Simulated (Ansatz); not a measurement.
SrNbO$_{3}$:
```
CELL_PARAMETERS angstrom
      4.03720     0.00000     0.00000
      0.00000     4.03720     0.00000
      0.00000     0.00000     4.03720
ATOMIC_POSITIONS crystal
  Sr 0.50000 0.50000 0.50000
  Nb 0.00000 0.00000 0.00000
  O  0.00000 0.50000 0.00000
  O  0.50000 0.00000 0.00000
  O  0.00000 0.00000 0.50000
```

Relaxed with r²SCAN.

**Question.** Map the electron localisation function on the plane through (0.500, 0.500, 0.500) spanned by u = [1, 0, 0] and v = [0, 1, 1] in lattice vectors, from r²SCAN (plane waves, PAW; program Ansatz).

**Answer.** x is the fraction of u, y of v (the angle between them is 90°; rows are the nearest grid lines); atoms in the plane: Sr at (0.00, 0.00), Nb at (0.50, 0.50), O at (0.00, 0.50).
```
|  *@@%-       -%@@*  |
| :#@@%-       -%@@#: |
|@@@@%=         =%@@@@|
|@@@%+.         .+%@@@|
|%%#=.           .=#%%|
|-:.               .:-|
|..                 ..|
|+==:.  .......  .:==+|
|%%#+:..:-=+=-:..:+#%%|
|@@%#-..+#%%%#+..-#%@@|
|*#@@+.=%%#+#%%=.+@@#*|
|-+%@*.+%%-.-%%+.*@%+-|
|-+%@*.+%%-.-%%+.*@%+-|
|*#@@+.=%%#+#%%=.+@@#*|
|@@%#-..+#%%%#+..-#%@@|
|%%#+:..:-=+=-:..:+#%%|
|+==:.  .......  .:==+|
|..                 ..|
|-:.               .:-|
|%%#=.           .=#%%|
|@@@%+.         .+%@@@|
|@@@@%=         =%@@@@|
| :#@@%-       -%@@#: |
|  *@@%-       -%@@*  |
```
Scale: ten equal steps from 0.006 (start of ' ') to 0.868 (end of '@'), in the order ' .:-=+*#%@'; x runs from 0.000 to 1.00, y from 0.000 (bottom) to 1.00 (top).

The density is the valence pseudo-density with augmentation charge, so density and ELF within about 1 Å of a nucleus are not all-electron values.

Space group Pm-3m (cubic perovskite). The first step of the workflow began from a Materials Project structure, measured or hypothetical; the Crystallography Open Database copy checked does not list it. COD files the formula under space group No. 62. Whether it is the stable phase at ambient conditions was not checked. The cell was relaxed with r²SCAN under the symmetry of its start; whether a distortion lowers the energy is not shown. The run is not spin-polarised.

Potentials: the later of the program's two PAW sets.
